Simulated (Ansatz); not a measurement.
An Ansatz (a quantum-chemistry and plane-wave program) run. Input:

Ansatz 0.2 input:
```yaml
crystal:
  lattice:
    - [0.0, 1.9194977137, 1.9194977137]
    - [1.9194977137, 0.0, 1.9194977137]
    - [1.9194977137, 1.9194977137, 0.0]
  atoms:
    - { symbol: Pd, position: [0.0, 0.0, 0.0] }
kpoints:
  mp_grid: { grid: [38, 38, 38] }
hamiltonian:
  xc: lda
  pseudopotentials: { kind: paw }
scf:
  occupations: { method: fermi_dirac, width: 0.1 }
elastic: { mode: relaxed_ion, stencil: two_point, amplitude: 0.005, f_tol: 0.0005 }
```

Output (shortened):

```
Pseudopotential: Pd, paw, valence charge 18
Functional definition: SPW92
Crystal: 1 atoms, lattice volume = 14.145 Å³
Basis set: ecut = 420 eV, 283 PW (Γ)
Bands: 13, of which v1, the nominal top of the filled ones, is band 9 counted from 1 (8 counted from 0)
Symmetry: 48 space group operations
Space group: Fm-3m (ITA 225), of the structure as read, at distance tolerance 2.4e-5 Å
k-points: 1440 of 54872
SCF iter   1: F=—  HF=-6844.621798 eV  |F-HF|=—  |Δ(HF+E_count)|=         —  Δρ=1.18e-2  dr2=1.46e-2  ethr=1.77e-3  ⟨swp⟩=5.0  Hψ=109216  notcnv=0
preconditioner: auto → none
SCF iter   2: F=—  HF=-6844.617903 eV  |F-HF|=—  |Δ(HF+E_count)|=   3.90e-3  Δρ=3.72e-3  dr2=8.94e-4  ethr=8.12e-5  ⟨swp⟩=1.0  Hψ=30255  notcnv=0
SCF iter   3: F=—  HF=-6844.617629 eV  |F-HF|=—  |Δ(HF+E_count)|=   2.74e-4  Δρ=9.56e-4  dr2=3.06e-5  ethr=4.97e-6  ⟨swp⟩=1.9  Hψ=22901  notcnv=0
SCF iter   4: F=—  HF=-6844.617629 eV  |F-HF|=—  |Δ(HF+E_count)|=   3.62e-7  Δρ=8.64e-5  dr2=6.49e-7  ethr=1.70e-7  ⟨swp⟩=2.1  Hψ=28290  notcnv=0
SCF iter   5: F=—  HF=-6844.617630 eV  |F-HF|=—  |Δ(HF+E_count)|=   9.66e-7  Δρ=8.15e-6  dr2=3.17e-9  ethr=3.61e-9  ⟨swp⟩=2.2  Hψ=29633  notcnv=0
SCF iter   6: F=—  HF=-6844.617630 eV  |F-HF|=—  |Δ(HF+E_count)|=   1.69e-9  Δρ=1.24e-6  dr2=1.60e-10  ethr=1.76e-11  ⟨swp⟩=2.1  Hψ=30882  notcnv=0
SCF iter   7: F=—  HF=-6844.617630 eV  |F-HF|=—  |Δ(HF+E_count)|=  3.64e-11  Δρ=1.42e-7  dr2=1.25e-12  ethr=8.90e-13 (applied; sched 1.00e-12)  ⟨swp⟩=2.5  Hψ=28280  notcnv=0
SCF iter   8: F=-6844.617630 eV  HF=-6844.617630 eV  |F-HF|=1.82e-12  |Δ(HF+E_count)|=  3.64e-12  Δρ=8.87e-9  dr2=2.66e-15  ethr=1.00e-12  ⟨swp⟩=4.0  Hψ=64045  notcnv=0
SCF 1 converged in 8 iterations: F = -6844.617630 eV  dr2 = 2.66e-15
Crystal: 1 atoms, lattice volume = 14.074 Å³
Symmetry: 16 space group operations
k-points: 3910 of 54872
iter 1 solved again at ethr=6.66e-7 eV; its pass at ethr=3.10e-3 eV (dr2=1.20e-4 eV) is discarded
SCF iter   1: F=—  HF=-6844.617155 eV  |F-HF|=—  |Δ(HF+E_count)|=         —  Δρ=1.14e-3  dr2=7.15e-5  ethr=6.66e-7  ⟨swp⟩=2.0  Hψ=338504  notcnv=0
preconditioner: auto → none
SCF iter   2: F=—  HF=-6844.617133 eV  |F-HF|=—  |Δ(HF+E_count)|=   2.20e-5  Δρ=4.38e-4  dr2=8.29e-6  ethr=3.97e-7  ⟨swp⟩=2.6  Hψ=83297  notcnv=0
SCF iter   3: F=—  HF=-6844.617131 eV  |F-HF|=—  |Δ(HF+E_count)|=   2.35e-6  Δρ=1.64e-4  dr2=1.97e-6  ethr=4.61e-8  ⟨swp⟩=2.4  Hψ=79676  notcnv=0
SCF iter   4: F=—  HF=-6844.617130 eV  |F-HF|=—  |Δ(HF+E_count)|=   7.30e-7  Δρ=4.57e-5  dr2=6.65e-8  ethr=1.09e-8  ⟨swp⟩=2.5  Hψ=69787  notcnv=0
SCF iter   5: F=—  HF=-6844.617130 eV  |F-HF|=—  |Δ(HF+E_count)|=   8.07e-9  Δρ=3.41e-6  dr2=5.19e-10  ethr=3.69e-10  ⟨swp⟩=2.0  Hψ=85155  notcnv=0
SCF iter   6: F=—  HF=-6844.617130 eV  |F-HF|=—  |Δ(HF+E_count)|=  5.55e-11  Δρ=7.86e-8  dr2=6.65e-13  ethr=2.88e-12  ⟨swp⟩=1.1  Hψ=53179  notcnv=0
SCF iter   7: F=-6844.617130 eV  HF=-6844.617130 eV  |F-HF|=1.82e-12  |Δ(HF+E_count)|=  3.64e-12  Δρ=1.74e-8  dr2=1.93e-14  ethr=1.00e-12  ⟨swp⟩=4.3  Hψ=161182  notcnv=0
SCF 2 converged in 7 iterations: F = -6844.617130 eV  dr2 = 1.93e-14
Crystal: 1 atoms, lattice volume = 14.215 Å³
iter 1 solved again at ethr=1.34e-9 eV; its pass at ethr=3.10e-3 eV (dr2=2.40e-7 eV) is discarded
SCF iter   1: F=—  HF=-6844.617518 eV  |F-HF|=—  |Δ(HF+E_count)|=         —  Δρ=2.49e-4  dr2=2.39e-7  ethr=1.34e-9  ⟨swp⟩=2.3  Hψ=331706  notcnv=0
preconditioner: auto → none
SCF iter   2: F=—  HF=-6844.617521 eV  |F-HF|=—  |Δ(HF+E_count)|=   2.93e-6  Δρ=1.24e-4  dr2=5.55e-8  ethr=1.33e-9  ⟨swp⟩=1.8  Hψ=65077  notcnv=0
SCF iter   3: F=—  HF=-6844.617522 eV  |F-HF|=—  |Δ(HF+E_count)|=   9.10e-7  Δρ=3.69e-5  dr2=2.43e-8  ethr=3.09e-10  ⟨swp⟩=2.1  Hψ=71419  notcnv=0
SCF iter   4: F=—  HF=-6844.617522 eV  |F-HF|=—  |Δ(HF+E_count)|=   6.97e-8  Δρ=2.04e-6  dr2=2.78e-11  ethr=1.35e-10  ⟨swp⟩=2.2  Hψ=70154  notcnv=0
SCF iter   5: F=—  HF=-6844.617522 eV  |F-HF|=—  |Δ(HF+E_count)|=  2.42e-10  Δρ=1.64e-7  dr2=5.44e-13  ethr=1.54e-13 (applied; sched 1.00e-12)  ⟨swp⟩=2.3  Hψ=78602  notcnv=0
SCF iter   6: F=-6844.617522 eV  HF=-6844.617522 eV  |F-HF|=0.00e0  |Δ(HF+E_count)|=    0.00e0  Δρ=5.13e-9  dr2=1.29e-15  ethr=1.00e-12  ⟨swp⟩=4.0  Hψ=155223  notcnv=0
SCF 3 converged in 6 iterations: F = -6844.617522 eV  dr2 = 1.29e-15
Crystal: 1 atoms, lattice volume = 14.145 Å³
Symmetry: 8 space group operations
k-points: 7430 of 54872
iter 1 solved again at ethr=5.76e-7 eV; its pass at ethr=3.10e-3 eV (dr2=1.04e-4 eV) is discarded
SCF iter   1: F=—  HF=-6844.617547 eV  |F-HF|=—  |Δ(HF+E_count)|=         —  Δρ=1.08e-3  dr2=5.35e-5  ethr=5.76e-7  ⟨swp⟩=2.1  Hψ=633287  notcnv=0
preconditioner: auto → none
SCF iter   2: F=—  HF=-6844.617529 eV  |F-HF|=—  |Δ(HF+E_count)|=   1.83e-5  Δρ=2.46e-4  dr2=1.41e-6  ethr=2.97e-7  ⟨swp⟩=2.0  Hψ=150576  notcnv=0
SCF iter   3: F=—  HF=-6844.617527 eV  |F-HF|=—  |Δ(HF+E_count)|=   1.38e-6  Δρ=8.45e-5  dr2=1.38e-7  ethr=7.85e-9  ⟨swp⟩=1.0  Hψ=96711  notcnv=0
SCF iter   4: F=—  HF=-6844.617527 eV  |F-HF|=—  |Δ(HF+E_count)|=   8.16e-9  Δρ=2.72e-6  dr2=4.47e-10  ethr=7.69e-10  ⟨swp⟩=1.0  Hψ=96590  notcnv=0
SCF iter   5: F=—  HF=-6844.617527 eV  |F-HF|=—  |Δ(HF+E_count)|=  2.51e-10  Δρ=2.26e-6  dr2=6.21e-10  ethr=2.48e-12  ⟨swp⟩=2.0  Hψ=161588  notcnv=0
SCF iter   6: F=—  HF=-6844.617527 eV  |F-HF|=—  |Δ(HF+E_count)|=  1.84e-10  Δρ=1.26e-7  dr2=8.14e-13  ethr=2.48e-12  ⟨swp⟩=2.1  Hψ=137503  notcnv=0
SCF iter   7: F=-6844.617527 eV  HF=-6844.617527 eV  |F-HF|=1.82e-12  |Δ(HF+E_count)|=  1.82e-12  Δρ=1.85e-8  dr2=1.01e-14  ethr=1.00e-12  ⟨swp⟩=4.0  Hψ=331093  notcnv=0
SCF 4 converged in 7 iterations: F = -6844.617527 eV  dr2 = 1.01e-14
Crystal: 1 atoms, lattice volume = 14.145 Å³
iter 1 solved again at ethr=2.63e-10 eV; its pass at ethr=3.10e-3 eV (dr2=4.73e-8 eV) is discarded
SCF iter   1: F=—  HF=-6844.617527 eV  |F-HF|=—  |Δ(HF+E_count)|=         —  Δρ=1.04e-4  dr2=4.61e-8  ethr=2.63e-10  ⟨swp⟩=2.2  Hψ=632180  notcnv=0
preconditioner: auto → none
SCF iter   2: F=—  HF=-6844.617527 eV  |F-HF|=—  |Δ(HF+E_count)|=   4.90e-7  Δρ=5.16e-5  dr2=1.06e-8  ethr=2.56e-10  ⟨swp⟩=2.6  Hψ=140741  notcnv=0
SCF iter   3: F=—  HF=-6844.617527 eV  |F-HF|=—  |Δ(HF+E_count)|=   1.34e-7  Δρ=2.23e-5  dr2=2.81e-9  ethr=5.87e-11  ⟨swp⟩=2.7  Hψ=143237  notcnv=0
SCF iter   4: F=—  HF=-6844.617527 eV  |F-HF|=—  |Δ(HF+E_count)|=   3.00e-8  Δρ=6.06e-7  dr2=1.98e-12  ethr=1.56e-11  ⟨swp⟩=2.2  Hψ=132295  notcnv=0
SCF iter   5: F=-6844.617527 eV  HF=-6844.617527 eV  |F-HF|=0.00e0  |Δ(HF+E_count)|=  2.09e-11  Δρ=3.47e-8  dr2=2.58e-14  ethr=1.00e-12  ⟨swp⟩=4.2  Hψ=333843  notcnv=0
SCF 5 converged in 5 iterations: F = -6844.617527 eV  dr2 = 2.58e-14
SCF converged after 8 iterations
Free energy (F): -6844.617630 eV
Harris-Foulkes:  -6844.617630 eV  (|F-HF|=1.82e-12)
Internal energy: -6844.556639 eV  (E = F + TS)
E sigma→0 (E₀):  -6844.587134 eV
Entropy (-TS):   -0.060991 eV (-60.991 meV/atom)
Fermi energy:    20.636883 eV
--- Per-component energies (eV) ---
  E_band       = -124.443592
  E_kinetic    = 514.375411
  E_local      = -1693.199623  (includes V_loc(G=0)·N_el)
  E_nonlocal   = 222.767523
  E_hartree    = 687.682913
  E_xc         = -168.197574
  E_vxc        = -212.008417  (∫ρ·V_xc dr)
  E_paw        = -3622.702245  (= ΣΔE_a)
  E_vpaw       = -331.744499  (= ΣTr[D̂ρ^β])
  E_aug_tail   = 0.000189  (compensation charges beyond the density's cutoff)
  E_ewald      = -2785.963966
  E_core_change = 0.680734  (= ΣΔE_core)
  E_smearing   = -0.060991  (= −TS)
  E_closure    = 0.000000  (closes the sum)
  Σ components = -6844.617630   (vs F -6844.617630, Δ=0.00e0)
  [band-id]    e_kinetic+e_local+e_nonlocal+2·e_hartree+e_vxc+e_vpaw+e_augmentation_tail = -124.443591   (vs E_band -124.443592, Δ=1.33e-6)
--- Forces (eV/Å), atoms counted from 1 ---
  atom   1  Pd     0.00000000     0.00000000     0.00000000
  max |Σ_I F_I| component: 0.0 eV/Å
--- Stress (GPa, compression-positive) ---
        0.438305       0.000000       0.000000
        0.000000       0.438305       0.000000
        0.000000       0.000000       0.438305
  P = ⅓ Tr σ = 0.4383 GPa (4.383 kbar)
--- Band table (eV; the first three rows and the last of 1440) ---
  k-point 0: bands = ["-63.5176", "-29.0356", "-29.0356", "-29.0356", "13.0089", "17.5404", "17.5404", "17.5404", "19.2967", "19.2967", "37.5974", "42.4659", "42.4659"]
  k-point 1: bands = ["-63.5172", "-29.0390", "-29.0361", "-29.0361", "13.0354", "17.5303", "17.5501", "17.5501", "19.2917", "19.2917", "37.6290", "42.2910", "42.4987"]
  k-point 2: bands = ["-63.5158", "-29.0490", "-29.0375", "-29.0375", "13.1142", "17.5009", "17.5784", "17.5784", "19.2776", "19.2776", "37.7203", "41.8247", "42.5960"]
  k-point 1439: bands = ["-63.4285", "-29.3670", "-29.3441", "-29.2200", "15.9371", "16.7693", "17.1462", "19.1886", "20.9351", "29.3141", "30.0304", "31.1119", "32.5454"]
--- Elastic constants: 2 strain directions × 2 members + reference (group order 48) ---
  dense FFT box of the reference and of every strained cell: 20×20×20
  strains applied: 11, 23; error gains: componentwise 1.00 (the most a stress slope's error grows in a printed constant), spectral 1.73 (1 for all six strains …
  C = ∂σ_k/∂η_j (tension-positive GPa; Voigt order 11 22 33 23 13 12):
       275.389    204.071    204.071      0.000      0.000      0.000
       204.071    275.389    204.071      0.000      0.000      0.000
       204.071    204.071    275.389      0.000      0.000      0.000
         0.000      0.000      0.000     92.611      0.000      0.000
         0.000      0.000      0.000      0.000     92.611      0.000
         0.000      0.000      0.000      0.000      0.000     92.611
  reference stress σ⁰ (GPa):     -0.438     -0.438     -0.438      0.000      0.000      0.000
  C* (energy form; C + prestress term) asymmetry max|C*_kj − C*_jk| = 1.137e-13 GPa — a small one proves nothing (zero by symmetry where the batch's group is …
  moduli (Voigt/Reuss/Hill, GPa): K = 227.84/227.84/227.84   G = 69.83/56.51/63.17   E = 173.48   ν = 0.373
  mechanically stable: yes (min eigenvalue of sym C = 71.32 GPa)
  where every solve meets its electron count the energy-path curvature estimates C_jj along a normal strain and C_jj − ¼(σ⁰_aa + σ⁰_bb) along a shear (ab), of …
  strain η (Voigt 11):  stress-route row diagonal C_11 = 275.39 GPa, energy-path curvature d²(F+E_count+ΔE)/dδ²/Ω₀ = 275.30 GPa
         δ    σ_11 (GPa)             F (eV)   n_scf  n_hpsi   n_pw
    -5.000e-3      -1.8362       -6844.6171300       7  918516    291   relax 0 steps, max|allowed force component| 0.00e0 eV/Å
     5.000e-3       0.9177       -6844.6175217       6  819931    293   relax 0 steps, max|allowed force component| 0.00e0 eV/Å
  strain η (Voigt 23):  stress-route row diagonal C_44 = 92.61 GPa, energy-path curvature d²(F+E_count+ΔE)/dδ²/Ω₀ = 92.79 GPa
         δ    σ_23 (GPa)             F (eV)   n_scf  n_hpsi   n_pw
    -5.000e-3      -0.4631       -6844.6175272       7  1698062    291   relax 0 steps, max|allowed force component| 0.00e0 eV/Å
     5.000e-3       0.4631       -6844.6175272       5  1473034    291   relax 0 steps, max|allowed force component| 0.00e0 eV/Å
```

Cost: roughly 5 core-minutes on shared cores.

Symmetry was held in the LDA relaxation. The run is not spin-polarised. As this level gives no gap, shear constants depend on the k-mesh and smearing (Fermi–Dirac, 0.1 eV here). On the denser mesh and wider smearing of the elastic run this cell carries a stress of 0.4 GPa. Spin–orbit coupling is left out wherever it is not named.

Potentials: the later of the program's two PAW sets.

Ansatz is a plane-wave DFT program.
